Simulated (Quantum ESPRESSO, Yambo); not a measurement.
**WSe$_{2}$: DFT and GW levels**

```cif
data_Se4W2
_chemical_formula_sum 'Se4 W2'
_space_group_name_H-M_alt 'P 1'
_space_group_IT_number 1
_cell_length_a 3.27995
_cell_length_b 3.27995
_cell_length_c 12.78121
_cell_angle_alpha 90.000
_cell_angle_beta 90.000
_cell_angle_gamma 120.000
loop_
_space_group_symop_operation_xyz
  'x, y, z'
loop_
_atom_site_label
_atom_site_type_symbol
_atom_site_fract_x
_atom_site_fract_y
_atom_site_fract_z
_atom_site_occupancy
Se1 Se 0.33333 0.66667 0.88184 1
Se2 Se 0.66667 0.33333 0.11816 1
Se3 Se 0.66667 0.33333 0.38184 1
Se4 Se 0.33333 0.66667 0.61816 1
W1 W 0.66667 0.33333 0.75000 1
W2 W 0.33333 0.66667 0.25000 1
```

Cell and atoms were relaxed with PBE+D3(BJ) from Materials Project entry mp-1821, within its symmetry.

Starting point: norm-conserving PBE (stringent potentials; Quantum ESPRESSO, 104 Ry, scalar-relativistic). G0W0 in Yambo: 6×6×1 Γ-centred k mesh, bands 39 to 138 and a 6 Ry block in the screening, 138 bands in G with the Bruneval-Gonze terminator, plasmon pole fitted at 27.2 eV.

| Quantity | Value |
|---|---|
| PBE gap along the band path | 0.88 eV |
| PBE gap between the mesh's edge points (Γ → (0.167, 0.167, 0)) | 0.89 eV |
| G0W0 gap between the same points | 1.13 eV |
| PBE smallest direct gap on the mesh (at K) | 1.56 eV |
| G0W0 direct gap at that point | 2.00 eV |

```csv
k point,band,E PBE (eV),E QP (eV),shift (eV),Z
Γ,VB,0.00,0.30,0.30,0.80
Γ,CB,2.63,3.35,0.72,0.80
M,VB,-1.05,-1.04,0.02,0.80
M,CB,2.16,3.01,0.85,0.78
"(0.167, 0.167, 0)",VB,-1.10,-0.88,0.22,0.79
"(0.167, 0.167, 0)",CB,0.89,1.42,0.53,0.80
K,VB,-0.19,0.09,0.28,0.79
K,CB,1.38,2.09,0.72,0.79
```

Energies count from the PBE valence-band maximum.

Convergence of the G0W0 settings was not tested.

Spin-orbit coupling is left out, which matters for elements this heavy: edges can move by tenths of an eV.
